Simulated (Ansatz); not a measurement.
## Li8TeO6 — coordination and Li-6 quadrupole coupling

Cell: a Materials Project structure (computed, not necessarily an observed phase), its atoms then relaxed with PBE in this cell.

Space group R-3:H (No. 148); a = 5.6074, c = 15.9521 Å, γ = 120.00°.

```
site  Wyckoff  site symmetry       x       y       z
 Li1      18f              1  0.0375  0.3532  0.4543
 Li4       6c             3.  0.0000  0.0000  0.6496
  Te       3a            -3.  0.0000  0.0000  0.0000
   O      18f              1  0.0229  0.3417  0.5824
```

One atom of each set is listed; the run and its k-mesh use a cell of 15 atoms with edges of 6.23, 6.23, 6.23 Å.

All values are calculated (Ansatz; DFT, PBE, plane waves and PAW (field gradients read without the response of the frozen cores, which leaves them typically 4 to 6 % off), scalar-relativistic, 420 eV cutoff, Γ-centred 5×5×5 k-points, Fermi–Dirac smearing 0.02 eV), not measured.

Q(Li-6) = -0.8080 mb.

(1) Order the Li environments from the weakest to the strongest quadrupole coupling.
A. Li4: 6 O at 2.14–2.55 Å; also 6 Li at 2.51–2.79 Å
B. Li1: 4 O at 1.90–2.05 Å; also 1 O at 3.28 Å

## Answers

(1) A (0.001 MHz, η = 0.00), B (0.002 MHz, η = 0.65).

An axis of threefold or higher order runs through Li4, so V_zz lies along it and η is zero. Like point charges on the first shell alone (each adding as 1/d³) would give the same order.
